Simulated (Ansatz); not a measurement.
**WC, one structure, two calculations**

Cell: a COD entry, whose atoms a relaxation with PBE at fixed cell left in place.

```
CELL_PARAMETERS angstrom
2.89820 0.00000 0.00000
-1.44910 2.50991 0.00000
0.00000 0.00000 2.83140
ATOMIC_POSITIONS crystal
W 0.00000 0.00000 0.00000
C 0.66667 0.33333 0.50000
```

Atoms are numbered from 1 in the order listed; like atoms form one site, named after its first atom.

First run. Method: Kohn–Sham DFT in Ansatz, PBE, plane waves and PAW, scalar-relativistic, collinear spin, 420 eV cutoff, Γ-centred 18×18×16 k-points, Fermi–Dirac smearing 0.05 eV. Start moments as typed (μB): 2 on each W, none on the rest.

```
site  atom  V_zz (10²¹ V/m²)     η
   W     1            -13.57  0.00
   C     2             0.065  0.00
```

Second run. The same atoms and settings, except that the functional is LDA.

Task: Given the first result, estimate the second.

Result: 

```tsv
site	atom	V_zz	η	change of V_zz
W	1	-14.30	0.00	-0.73
C	2	0.056	0.00	-0.01
```

The largest change of V_zz is on W, from -13.57 to -14.30. In per cent, |V_zz| changes by +5 on W (all sites that start above 2).

With no gap above 0.1 eV, as in a metal, the gradients converge slowly in k; expect changes of a tenth or more on a denser mesh. Without spin–orbit coupling the gradients at and beside W can be off by some per cent, at some sites by more. The start moments die out, and the run ends without spin.
For the first run: At this cell the PBE pressure is 9 GPa, so with PBE the cell would grow if it were relaxed.
For the second run: At this cell the LDA pressure is -7 GPa, so with LDA the cell would shrink if it were relaxed.
